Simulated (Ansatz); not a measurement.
Mg₂Sn:
```
Mg2Sn
1.0
    5.62979     1.64529     0.00000
   -5.62979     1.64529     0.00000
   -2.82164     0.00000     7.47439
Mg Sn
4 2
Direct
  0.16592   0.83408   0.12760
  0.83408   0.16592   0.87240
  0.85604   0.14396   0.47168
  0.14396   0.85604   0.52832
  0.45294   0.54706   0.21460
  0.54706   0.45294   0.78540
```

Relaxed with PBEsol. Special points in fractions of this cell's reciprocal vectors: Γ (0.000, 0.000, 0.000); C (0.274, 0.274, 0.000); C2 (-0.274, 0.726, 0.000); Y2 (-0.500, 0.500, 0.000); M2 (-0.500, 0.500, 0.500); D (-0.262, 0.738, 0.500); D2 (0.262, 0.262, 0.500); A (0.000, 0.000, 0.500); L2 (0.000, 0.500, 0.500); V2 (0.000, 0.500, 0.000).

**Question.** List the band energies nearest the Fermi level at these points for plane-wave PAW PBEsol with spin–orbit coupling (Ansatz code).

**Answer.** In eV from the Fermi level; about four levels below and three above (degenerate sets whole), none deeper than 8.9 eV; points with the same levels are listed once.

```csv
k,below,above
Γ,-3.12 -3.12 -2.68 -2.68,0.32 0.32 2.11 2.11
C,-0.19 -0.19 -0.16 -0.16,0.89 0.89 1.22 1.22
Y2,-2.72 -2.72 -0.24 -0.24,1.37 1.37 2.07 2.07
M2,-3.48 -3.48 -3.26 -3.26,0.07 0.07 1.34 1.34
D,-0.92 -0.92 -0.60 -0.60,0.10 0.10 0.24 0.24
A,-1.11 -1.11 -0.44 -0.44,0.36 0.36 4.44 4.44
L2,-0.74 -0.74 -0.73 -0.73 -0.18 -0.18,0.51 0.51 1.13 1.13
V2,-0.69 -0.69 -0.51 -0.51,2.05 2.05 2.37 2.37
```

Space group C2/m. The first step of the workflow began from a Materials Project structure, measured or hypothetical; the Crystallography Open Database copy checked does not list it. COD files the formula under space group No. 225, 227, so this cell is another polymorph or a model. Its standing as an ambient phase is unchecked. Symmetry was held in the PBEsol relaxation; its stability against distortions is not shown here.

Potentials: the later of the program's two PAW sets.
